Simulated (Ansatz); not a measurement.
RbCl (rock salt, Fm-3m), PBEsol in the plane-wave PAW code Ansatz. The conduction-band minimum lies at Γ, with 1 equivalent valley. Second derivatives d²E/dk² of the lowest band at one valley (eV·Å²), along Cartesian directions:

```
direction  d²E/dk²
---------  -------
[100]        18.33
[010]        18.33
[001]        18.33
[110]        18.33
[101]        18.33
[011]        18.33
```

Task: Find the principal effective masses, the density-of-states mass and the conductivity mass.

Result: Off-diagonal terms follow from H_xy = H[110] − (H_xx + H_yy)/2, and m*/mₑ = 7.620 eV·Å² over each eigenvalue: 0.42, 0.42, 0.42. One valley's DOS mass (m₁m₂m₃)^(1/3) = 0.42, conductivity mass 3/(Σ 1/mᵢ) = 0.42 mₑ.

Task: What effective density of states Nc follows at 300 K for parabolic valleys?

Result: Nc = 2.509e19 × 1 × (0.42)^(3/2) ≈ 6.8e18 cm⁻³.

Symmetry was held in the PBEsol relaxation. Spin–orbit coupling is left out wherever it is not named.

Potentials: the later of the program's two PAW sets.

Edges and masses are those of Kohn–Sham bands, whose gap is no quasiparticle gap.
